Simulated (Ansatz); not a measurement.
Nb:
```cif
data_Nb
_chemical_formula_sum 'Nb1'
_space_group_name_H-M_alt 'P 1'
_space_group_IT_number 1
_cell_length_a 2.85989
_cell_length_b 2.85989
_cell_length_c 2.85929
_cell_angle_alpha 70.536
_cell_angle_beta 109.464
_cell_angle_gamma 70.515
loop_
_space_group_symop_operation_xyz
  'x, y, z'
loop_
_atom_site_label
_atom_site_type_symbol
_atom_site_fract_x
_atom_site_fract_y
_atom_site_fract_z
_atom_site_occupancy
Nb1 Nb 0.00000 0.00000 0.00000 1
```

Relaxed with r²SCAN.

Question: Tabulate the valence density and the electron localisation function along the shortest Nb–Nb contact (2.86 Å), r²SCAN in the plane-wave PAW code Ansatz.

Answer: 

```tsv
distance from Nb (Å)	density (e/Å³)	ELF
0.29	5.13	0.47
0.43	4.93	0.72
0.57	3.80	0.78
0.71	2.36	0.74
0.86	1.25	0.56
1.00	0.65	0.33
1.14	0.40	0.22
1.29	0.31	0.22
1.43	0.28	0.24
1.57	0.31	0.22
1.72	0.40	0.22
1.86	0.65	0.33
2.00	1.25	0.56
2.14	2.36	0.74
2.29	3.80	0.78
2.43	4.93	0.72
2.57	5.13	0.47
```

The density is the valence pseudo-density with augmentation charge, so density and ELF within about 1 Å of a nucleus are not all-electron values.

Space group Im-3m (bcc (W type)). Symmetry was held in the r²SCAN relaxation. No spin polarisation was allowed.

Potentials: the later of the program's two PAW sets.
